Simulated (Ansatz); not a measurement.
ScAl2:
```
CELL_PARAMETERS angstrom
      0.00000     3.72594     3.72594
      3.72594     0.00000     3.72594
      3.72594     3.72594     0.00000
ATOMIC_POSITIONS crystal
  Sc 0.00000 0.00000 0.00000
  Sc 0.25000 0.25000 0.25000
  Al 0.62500 0.62500 0.62500
  Al 0.12500 0.62500 0.62500
  Al 0.62500 0.62500 0.12500
  Al 0.62500 0.12500 0.62500
```

Relaxed with LDA. Special points in fractions of this cell's reciprocal vectors: Γ (0.000, 0.000, 0.000); X (0.500, 0.000, 0.500); U (0.625, 0.250, 0.625); K (0.375, 0.375, 0.750); L (0.500, 0.500, 0.500); W (0.500, 0.250, 0.750).

Q: List the band energies nearest the Fermi level at these points for LDA in the plane-wave PAW code Ansatz.

A: In eV from the Fermi level; about four levels below and three above (degenerate sets whole), none deeper than 8.9 eV; points with the same levels are listed once.

| k | below | above |
|---|---|---|
| Γ | -2.43 -2.43 -2.43 -1.75 -1.75 | 0.41 2.23 2.23 2.23 |
| X | -4.13 -4.13 -3.57 -3.57 | 0.25 0.25 0.66 0.66 |
| U | -1.72 -0.75 -0.59 -0.07 | 0.69 0.94 1.17 |
| L | -1.85 -1.85 -0.35 -0.14 -0.14 | 1.70 1.70 2.00 |
| W | -1.58 -1.58 -1.50 -1.50 | 0.43 0.43 1.07 1.07 |

Space group Fd-3m (cubic Laves (MgCu2 type)). The workflow started from a Materials Project entry (that database holds measured and hypothetical structures alike); the Crystallography Open Database copy checked does not list it. Its standing as an ambient phase is unchecked. Symmetry was held in the LDA relaxation; of distortions, only those at the zone centre were tested. No spin polarisation was allowed.

Potentials: the later of the program's two PAW sets.
